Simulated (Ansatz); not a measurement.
Hg:
```
Hg
1.0
   -3.11158     0.00000     0.00000
   -1.87077     1.50964     7.33754
   -0.96570     3.13572     0.00000
Hg
3
Direct
  0.27228   0.33340   0.29539
  0.72772   0.66660   0.70461
  0.00000   0.00000   0.00000
```

Relaxed with PBEsol. Special points in fractions of this cell's reciprocal vectors: Γ (0.000, 0.000, 0.000); X (0.500, 0.000, 0.000); Y (0.000, 0.500, 0.000); Z (0.000, 0.000, 0.500); R (0.500, 0.500, 0.500); T (0.000, 0.500, 0.500); U (0.500, 0.000, 0.500); V (0.500, 0.500, 0.000).

### Question
List the band energies nearest the Fermi level at these points for PBEsol (plane waves, PAW; program Ansatz).

### Answer
In eV from the Fermi level; about four levels below and three above (degenerate sets whole), none deeper than 8.9 eV; points with the same levels are listed once.

```json
[
 {"k": "Γ", "below": "-5.86 -5.78 -4.95 -4.95", "above": "5.19 5.19 8.99"},
 {"k": "X", "below": "-2.76 -2.64 -1.14 -0.85", "above": "1.97 2.15 6.97"},
 {"k": "Y", "below": "-5.82 -5.41 -0.87 -0.39", "above": "7.84 9.81 11.54"},
 {"k": "Z", "below": "-3.34 -3.24 -1.55 -1.48", "above": "1.78 1.87 6.66"},
 {"k": "R", "below": "-5.55 -5.51 -1.36 -1.24", "above": "0.60 0.70 2.60"},
 {"k": "T", "below": "-3.32 -3.22 -1.61 -1.52", "above": "1.87 1.97 6.43"},
 {"k": "U", "below": "-0.91 -0.90 -0.11 -0.05", "above": "2.88 3.31 4.36"},
 {"k": "V", "below": "-2.71 -2.61 -1.26 -1.06", "above": "2.25 2.47 6.40"}
]
```

Space group P-1. The first step of the workflow began from a Materials Project structure, measured or hypothetical; the Crystallography Open Database copy checked does not list it. It is not the usual solid phase (space group No. 166). The cell keeps a stress of up to 0.3 GPa. Symmetry was held in the PBEsol relaxation; its stability against distortions is not shown here. The substance is a gas or liquid at ambient conditions. Scalar-relativistic: spin–orbit coupling is off unless named, which matters more the heavier the elements.

Potentials: the later of the program's two PAW sets.
